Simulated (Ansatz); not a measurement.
Simulated powder pattern, Cu Kα, λ = 1.54184 Å (kinematic, ideal powder, no thermal factors, no anomalous dispersion; the 30 strongest lines at most, above 1 %, up to 2θ = 90°):

| 2θ (°) | I/Imax (%) |
|---|---|
| 30.93 | 100 |
| 51.63 | 63 |
| 61.41 | 35 |
| 76.03 | 8.5 |
| 84.30 | 13 |

The pattern belongs to a structure relaxed with DFT-PBEsol in the program Ansatz with PAW potentials.

**Question.** Pick the material that matches.
(A) Cr, diamond
(B) W, diamond
(C) Mo, diamond
(D) Nb, diamond

**Answer.** A, Cr, diamond

**Question.** Give the lattice parameters.

**Answer.** a = 5.007 Å.

Space group Fd-3m (diamond). The start of the workflow was typed in or built on a structure type; neither database checked (COD, Materials Project) lists it. It is not the phase usual at ambient conditions (space group No. 229). The PBEsol relaxation kept the symmetry of its start; its stability against distortions is not shown here. The workflow began spin-polarised and lost its moments. The volume moved by -17 % from the start of the relaxation.

Potentials: the later of the program's two PAW sets.
